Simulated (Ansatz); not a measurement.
These are results of Ansatz, DFT PBE, scalar-relativistic, plane waves, PAW, and for the lanthanide a 4f-in-core norm-conserving potential, not measurements. All cells share a 660 eV cutoff and Γ-centred k meshes spaced about 0.3 Å⁻¹ or finer (0.25 for metals, 2π included). No spin polarisation in the final relaxations.

Temperature and zero-point effects are left out. All come from trial cells, and lower structures may exist.

Task: Which of these relaxed structures of Nd3Si2I is the lowest in energy?
A.

```cif
data_structure
_symmetry_space_group_name_H-M 'P-3m1'
_symmetry_Int_Tables_number 164
_cell_length_a 4.3120
_cell_length_b 4.3120
_cell_length_c 11.2325
_cell_angle_alpha 90.000
_cell_angle_beta 90.000
_cell_angle_gamma 120.000
_cell_volume 180.87
loop_
_atom_site_label
_atom_site_type_symbol
_atom_site_symmetry_multiplicity
_atom_site_Wyckoff_symbol
_atom_site_fract_x
_atom_site_fract_y
_atom_site_fract_z
_atom_site_occupancy
Nd1 Nd 2 d 0.33333 0.66667 0.20892 1
Nd2 Nd 1 b 0.00000 0.00000 0.50000 1
Si1 Si 2 d 0.33333 0.66667 0.65795 1
I1 I 1 a 0.00000 0.00000 0.00000 1
```

B.

```cif
data_structure
_symmetry_space_group_name_H-M 'P-4m2'
_symmetry_Int_Tables_number 115
_cell_length_a 4.3787
_cell_length_b 4.3787
_cell_length_c 8.6333
_cell_angle_alpha 90.000
_cell_angle_beta 90.000
_cell_angle_gamma 90.000
_cell_volume 165.52
loop_
_atom_site_label
_atom_site_type_symbol
_atom_site_symmetry_multiplicity
_atom_site_Wyckoff_symbol
_atom_site_fract_x
_atom_site_fract_y
_atom_site_fract_z
_atom_site_occupancy
Nd1 Nd 1 b 0.50000 0.50000 0.00000 1
Nd2 Nd 2 g 0.00000 0.50000 0.35609 1
Si1 Si 2 g 0.00000 0.50000 0.70202 1
I1 I 1 a 0.00000 0.00000 0.00000 1
```

C.

```cif
data_structure
_symmetry_space_group_name_H-M 'P-3m1'
_symmetry_Int_Tables_number 164
_cell_length_a 5.4786
_cell_length_b 5.4786
_cell_length_c 6.1632
_cell_angle_alpha 90.000
_cell_angle_beta 90.000
_cell_angle_gamma 120.000
_cell_volume 160.21
loop_
_atom_site_label
_atom_site_type_symbol
_atom_site_symmetry_multiplicity
_atom_site_Wyckoff_symbol
_atom_site_fract_x
_atom_site_fract_y
_atom_site_fract_z
_atom_site_occupancy
Nd1 Nd 2 d 0.33333 0.66667 0.71186 1
Nd2 Nd 1 a 0.00000 0.00000 0.00000 1
Si1 Si 2 d 0.33333 0.66667 0.20039 1
I1 I 1 b 0.00000 0.00000 0.50000 1
```

Result: A. It has space group P-3m1 (No. 164); the next, B, with space group P-4m2 (No. 115), lies 289 meV/atom higher. Counting I or Si atoms around Nd (for each partner element, those within 1.25 times its shortest distance or 1.15 times the sum of covalent radii, where it is the nearest in units of that sum or under 1.3; a plus sign parts groups by distance over the sum of covalent radii; a slash parts the counts of unlike sites), the lowest has Nd 6 and the next has Nd 7/4+4.

These runs have no spin–orbit coupling, which can matter for I. Cells relaxed within their symmetry can be saddle points. Some structure types and database cells were kept out of the candidates from the start, so a known form may be missing.

The lanthanide is trivalent by construction, without f bands, f moments or other valences.
